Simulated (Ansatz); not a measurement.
Relaxed-ion elastic tensor of ZrB$_{2}$ in space group P6/mmm (No. 191; Zr on 1a, B on 2d) in GPa (Voigt order), plane-wave PAW r²SCAN (Ansatz code); density 6.07 g/cm³, 10.28 Å³ per atom.

```tsv
	1	2	3	4	5	6
1	579	53.4	120	0.0	0.0	0.0
2	53.4	579	120	0.0	0.0	0.0
3	120	120	442	0.0	0.0	0.0
4	0.0	0.0	0.0	257	0.0	0.0
5	0.0	0.0	0.0	0.0	257	0.0
6	0.0	0.0	0.0	0.0	0.0	263
```

Task: Is the crystal mechanically stable?

Result: Yes: the smallest eigenvalue of C is 257 GPa.

Task: Work out the Voigt, Reuss and Hill averages.

Result: K_V = 243, K_R = 242, K_H = 243; G_V = 242, G_R = 236, G_H = 239 GPa.

Task: Give Young's modulus, Poisson's ratio, Pugh's ratio and the universal anisotropy index.

Result: E = 9KG/(3K + G) = 540 GPa; ν = 0.13; K/G = 1.02 (brittle by the Pugh limit of 1.75); A_U = 5G_V/G_R + K_V/K_R − 6 = 0.15.

Task: Estimate the sound speeds and the Debye temperature.

Result: v_l = √((K + 4G/3)/ρ) = 9610 m/s, v_t = √(G/ρ) = 6270 m/s, mean 6880 m/s; Θ = (h/k)(3n/4πV)^(1/3) v_m = 941 K.

Task: Solve the Christoffel equation for the three sound speeds along x, y, z.

Result: Eigenvalues of C_ijkl n_j n_l equal ρv². In km/s, slowest first: x 6.50, 6.58, 9.76; y 6.50, 6.58, 9.76; z 6.50, 6.50, 8.53.

Task: How much does each axis shrink under pressure?

Result: Linear compressibilities β_i = Σ_j S_ij (j = 1 to 3): x 1.3, y 1.3, z 1.6 per TPa.

Symmetry was held in the r²SCAN relaxation; of distortions, only those at the zone centre were tested. The run is not spin-polarised. As this level gives no gap, shear constants depend on the k-mesh and smearing (Fermi–Dirac, 0.1 eV here).

Potentials: the later of the program's two PAW sets.
